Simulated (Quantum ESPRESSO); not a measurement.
CdS (F-43m) under strain

```xyz
2
Lattice="0.0000 2.9430 2.9430 2.9430 0.0000 2.9430 2.9430 2.9430 0.0000" Properties=species:S:1:pos:R:3 pbc="T T T"
Cd     0.0000     0.0000     0.0000
S      1.4715     1.4715     1.4715
```
Geometry: a computed entry of the Materials Project; it was not checked against measured cells. It is CdS in F-43m. Stability against distortions was not tested.

Isotropic strain: all lattice vectors are scaled together, so the volume changes by about three times as much; fractional positions kept.

Method: shieldings by PBE GIPAW (a modified build of Quantum ESPRESSO, JTH PAW datasets), 20 Ha, k-mesh 8×8×8 shifted, f-sum rule met within 0.002 %. Values are those of the named site's first atom. These are absolute shieldings with no macroscopic susceptibility term; δ = σ_ref − σ needs a reference computed alike. In our sweeps, cutoffs and meshes of this size left a few ppm, and up to some 20 ppm on atoms from Zn on. No spin–orbit coupling; Cd is the heaviest element present. The datasets of S hold no d projectors, which limits absolute σ on these atoms. The band gap at this level is small, which makes the paramagnetic part of σ large and sensitive to the functional. Static lattice: thermal averaging is not included.

Unchanged cell: σ_iso Cd (ppm) = 2931.4, σ_iso S (ppm) = 683.0.

Problem. How do these values move along the path (lattice scale factor: 0.98, 0.99, 1.01, 1.02)?

Solution. 
```csv
lattice scale factor,σ_iso Cd (ppm),σ_iso S (ppm)
0.98,2782.4,715.5
0.99,2858.3,699.2
1,2931.4,683.0
1.01,3001.7,666.8
1.02,3069.3,650.7
```
